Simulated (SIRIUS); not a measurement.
Input and output of a self-consistent single point for Ge (Imma, 4 atoms in the cell; from Materials Project mp-1061054, changed as shown) (SIRIUS).

All values come from this method and carry its errors: LDA (PW92), FP-LAPW (LAPW with two local orbitals a valence shell; core below -3 Ha), all-electron full potential with ZORA scalar-relativistic valence and Dirac core (SIRIUS 7.12.0).

The change in words: lattice scaled by 1.02. Reference geometry (Imma):
```xyz
4
Lattice="4.9918 0.0000 0.0000 0.0000 5.3017 0.0000 0.0000 0.0000 2.8739" Properties=species:S:1:pos:R:3 pbc="T T T"
Ge     0.0000     3.9763     2.6898
Ge     0.0000     1.3254     0.1841
Ge     2.4959     1.3254     1.2528
Ge     2.4959     3.9763     1.6210
```

Reference input (self-consistent single point, DFT, LDA (PW92), FP-LAPW (LAPW with two local orbitals a valence shell; core below -3 Ha), all-electron full potential with ZORA scalar-relativistic valence and Dirac core): parameters.ngridk = 6 6 10; basis = LAPW with two local orbitals a valence shell, core below -3 Ha; unit_cell.atom_type_rmt = {Ge: 2.4} bohr; parameters.xc_functionals = [XC_LDA_X, XC_LDA_C_PW]; parameters.aw_cutoff = 7; parameters.pw_cutoff = 16 1/bohr; parameters.smearing = fermi_dirac; parameters.smearing_width = 0.00183747 Ha; parameters.electronic_structure_method = full_potential_lapwlo; parameters.lmax_apw = 8; parameters.lmax_rho = 8; parameters.lmax_pot = 8. This run's input differs from it in these lines:

```diff
@@ -36,7 +36,7 @@
     "lattice_vectors": [
-      [0.9999999861, 0.0, 0.0],
-      [0.0, 1.0620878093, 0.0],
-      [0.0, 0.0, 0.5757221764]
+      [0.9999999549, 0.0, 0.0],
+      [0.0, 1.0620878547, 0.0],
+      [0.0, 0.0, 0.5757221977]
     ],
-    "lattice_vectors_scale": 9.433135,
+    "lattice_vectors_scale": 9.621798,
     "atom_coordinate_units": "lattice",
```

Output (repeated stretches shortened):

```
[find] density tolerance         : 1e-06
[find] total energy tolerance    : 1e-07
[find] iter_solver_tol (initial) : 0.01
[find] iter_solver_tol (target)  : 1e-13
[find] num_dft_iter              : 100
Charges and magnetic moments
--------------------------------------------------------------------------------
atom      charge    core leakage
--------------------------------------------------------------------------------
   0   30.448059    0.000000e+00
   1   30.448059    0.000000e+00
   2   30.448059    0.000000e+00
   3   30.448059    0.000000e+00

total core leakage    : 0.00000000e+00
interstitial charge   : 6.207766
   [... lines left out ...]
[find]    3   30.414442    3.416952e-04
[find] total core leakage    : 1.36678070e-03
[find] interstitial charge   : 6.340863
[find] total charge          : 127.998631
[find] Energy
[find] smearing (-TS)                 :      -0.00053579
[find] Total energy                   :   -8384.70912811 (Ha),  -16769.41825621 (Ry)
[find] Free energy (E-TS)             :   -8384.70966389 (Ha),  -16769.41932779 (Ry)
[find] band gap (eV)                  :       0.00000000
[find] Efermi                         :       0.20390982
[find] iteration : 8, RMS (target) : 8.7656e-07 (1.0000e-06) , energy difference (target) : 2.4980e-08 (1.0000e-07)
[find] converged after 9 SCF iterations!
Warning in function "check_num_electrons" at src/density/density.cpp:1179
wrong number of electrons
  obtained value : 127.999
  target value : 128
  difference : 0.00136909
  total core leakage : 0.00136678
    atom class : 0, core leakage : 0.000341695
[find] Charges and magnetic moments
[find] atom      charge    core leakage
[find]    0   30.414442    3.416952e-04
[find]    1   30.414442    3.416952e-04
[find]    2   30.414442    3.416952e-04
[find]    3   30.414442    3.416952e-04
[find] total core leakage    : 1.36678070e-03
[find] interstitial charge   : 6.340863
[find] total charge          : 127.998631
[find] Energy
[find] smearing (-TS)                 :      -0.00053579
[find] Total energy                   :   -8384.70912811 (Ha),  -16769.41825621 (Ry)
   [... lines left out ...]
[find] Free energy (E-TS)             :   -8384.70966389 (Ha),  -16769.41932779 (Ry)
[find] band gap (eV)                  :       0.00000000
   [... lines left out ...]
[find] Efermi                         :       0.20390982
[ground_state] ==== total Forces in Ha/bohr =====
[ground_state] atom:    0, force:       0.0000000      0.0000000     -0.0006097
[ground_state] atom:    1, force:       0.0000000     -0.0000000      0.0006097
[ground_state] atom:    2, force:      -0.0000000      0.0000000     -0.0006097
[ground_state] atom:    3, force:       0.0000000     -0.0000000      0.0006097
```

The run converged in 9 iterations. Against the reference run the free energy rises by 40.6 meV/atom and the largest force goes from 0.043 to 0.031 eV/Å.

The structure comes from a collection of computed structures, made at another level of theory; the collection holds predicted forms beside known ones. Values depend on the basis (sphere radii, cutoffs, local orbitals), which need not be converged.

Cost on one core: very roughly 50 core-seconds.

The gap that the log prints is read on the run's mesh, which can miss the band edges or a crossing.
